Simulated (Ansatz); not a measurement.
YCo$_{3}$B$_{2}$ in space group P6/mmm (No. 191; Y on 1a, Co on 3g, B on 2c) at seven volumes, plane-wave PAW PBEsol (Ansatz code), shape and atoms relaxed at each. One row is withheld.

```tsv
V (Å³/atom)	P (GPa)
9.577	25.88
9.892	?
10.208	7.32
10.524	0.00
10.839	-6.26
11.155	-11.61
11.471	-16.18
```

Task: Fit the shown pressures and predict the withheld one.

Result: P = (3/2)B₀(x^(7/2) − x^(5/2))[1 + (3/4)(B′ − 4)(x − 1)] with x = (V₀/V)^(2/3). Least squares on the six rows gives V₀ = 10.524 Å³/atom, B₀ = 225 GPa, B′ = 4.21. At V = 9.892, x = 1.0422 and P = 15.88 GPa. The run itself gave 15.87 GPa.

The first step of the workflow began from a Materials Project structure, measured or hypothetical; the Crystallography Open Database files this formula in space group No. 191, but the cells were not matched. Its standing as an ambient phase is unchecked. Symmetry was held in the PBEsol relaxation; of distortions, only those at the zone centre were tested. The workflow began spin-polarised and lost its moments.

Potentials: the later of the program's two PAW sets.
